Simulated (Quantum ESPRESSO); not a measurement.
## Quadrupole interaction in Zr

```xyz
2
Lattice="3.2392 0.0000 0.0000 -1.6196 2.8053 0.0000 0.0000 0.0000 5.1722" Properties=species:S:1:pos:R:3 pbc="T T T"
Zr     0.0000     1.8702     1.2931
Zr     1.6196     0.9351     3.8792
```
The cell comes from the Materials Project (a computed structure). It is Zr in P6₃/mmc. Stability against distortions was not tested. The run has no spin polarisation.

Convention: |Vzz| is the largest principal value, η_Q = (Vxx − Vyy)/Vzz, |C_Q| = |eQVzz/h|. Cores are frozen. Zr had no test against all-electron runs. This crystal comes out metallic or nearly gapless here; its field gradients are sensitive to mesh and smearing. Static lattice: thermal averaging is not included.

Quadrupole moments taken as inputs (sizes, barn, from the tables of PySCF and pymatgen): ⁹¹Zr 0.176.

Problem. What do the calculations give at each independent site (field gradients by a PBE PAW density (pw.x of a modified build of Quantum ESPRESSO, JTH datasets) with the all-electron reconstruction of Petrilli and co-workers, 20 Ha, k-mesh 14×14×8 through Γ)?

Solution. 
```json
[
 {"site": "Zr (atoms 1, 2)", "site symmetry": "-6m2", "Vzz (10²¹ V/m²)": "3.93", "η_Q": "0.00", "∣C_Q∣ (MHz)": "16.7 (⁹¹Zr)"}
]
```
